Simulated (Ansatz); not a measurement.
One crystal and one scan (scan of one atom of the cell) at two levels, PBE (plane waves to 420 eV, PAW, scalar-relativistic; Ansatz, an electronic-structure program) and r2SCAN (plane waves to 500 eV, PAW, scalar-relativistic; Ansatz), each from its own relaxed cell and on its own mesh.

The crystal is WSi$_{2}$ (MoSi2 type, space group I4/mmm); one W atom of a 3-atom cell moves by s along Cartesian z, with its periodic images.

E stands for the smeared free energy. Spin-orbit coupling is left out, though W is heavy. WSi2 is run without spin polarisation. WSi2 was relaxed with its symmetry unable to fall. (PBE) Left out: 4 of 11 points, with atoms too close for the PAW data. (r2SCAN) Left out: 4 of 11 points, with atoms too close for the PAW data. With partly filled bands, energies and forces of such displacements shift with the k mesh and the smearing.

```csv
quantity,run 1,run 2
Lattice constant a (Å),3.212,3.229
Lattice constant c (Å),7.804,7.867
Relaxed volume (Å³/atom),13.42,13.67
Force constant k = d²E/ds² at s = 0 (finite differences) (eV/Å²),15.31,13.89
```

Problem. Which run is which level?

Solution. Run 2 is PBE, run 1 is r2SCAN. PBE gives the higher value for: lattice constant a; lattice constant c; relaxed volume. PBE gives the lower value for: force constant k = d²E/ds² at s = 0. Both give the same shape of the curve: a single well with its minimum at or next to zero displacement.

(For displaced atoms, the force is minus the slope of the energy, and its curvature is a force constant, which sets phonon frequencies.)
